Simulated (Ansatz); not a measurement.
Zn₂GeO₄:
```
Zn2GeO4
1.0
    0.00000     4.16457     4.16457
    4.16457     0.00000     4.16457
    4.16457     4.16457     0.00000
Zn Ge O
4 2 8
Direct
  0.62500   0.62500   0.62500
  0.12500   0.62500   0.62500
  0.62500   0.12500   0.62500
  0.62500   0.62500   0.12500
  0.25000   0.25000   0.25000
  0.00000   0.00000   0.00000
  0.87645   0.87645   0.87645
  0.37065   0.87645   0.87645
  0.87645   0.37065   0.87645
  0.87645   0.87645   0.37065
  0.37355   0.37355   0.37355
  0.87935   0.37355   0.37355
  0.37355   0.87935   0.37355
  0.37355   0.37355   0.87935
```

Relaxed with r²SCAN. Special points in fractions of this cell's reciprocal vectors: Γ (0.000, 0.000, 0.000); X (0.500, 0.000, 0.500); U (0.625, 0.250, 0.625); K (0.375, 0.375, 0.750); L (0.500, 0.500, 0.500); W (0.500, 0.250, 0.750).

### Question
List the band energies nearest the valence-band maximum at these points for DFT-r²SCAN in the program Ansatz with PAW potentials.

### Answer
In eV from the valence-band maximum; about four levels below and three above (degenerate sets whole), none deeper than 8.9 eV; points with the same levels are listed once.

```json
[
 {"k": "Γ", "below": "-0.13 -0.13 0.00 0.00 0.00", "above": "2.20 4.12 5.91 5.91 5.91"},
 {"k": "X", "below": "-0.60 -0.60 -0.15 -0.15", "above": "5.89 5.89 7.08 7.08"},
 {"k": "U", "below": "-0.96 -0.77 -0.37 -0.13", "above": "5.91 5.91 6.56"},
 {"k": "L", "below": "-0.69 -0.69 -0.38 -0.16 -0.16", "above": "4.69 5.01 7.56"},
 {"k": "W", "below": "-0.91 -0.91 -0.30 -0.30", "above": "6.13 6.13 6.71 6.71"}
]
```

Space group Fd-3m (spinel). The cell is a constructed one: a structure type filled with these elements; neither database checked (COD, Materials Project) lists it. COD files the formula under space group No. 95, 148. Whether it is the stable phase at ambient conditions was not checked. Symmetry was held in the r²SCAN relaxation; its stability against distortions is not shown here. Scalar-relativistic: spin–orbit coupling is off unless named, which matters more the heavier the elements.

Potentials: the earlier of the program's two PAW sets.
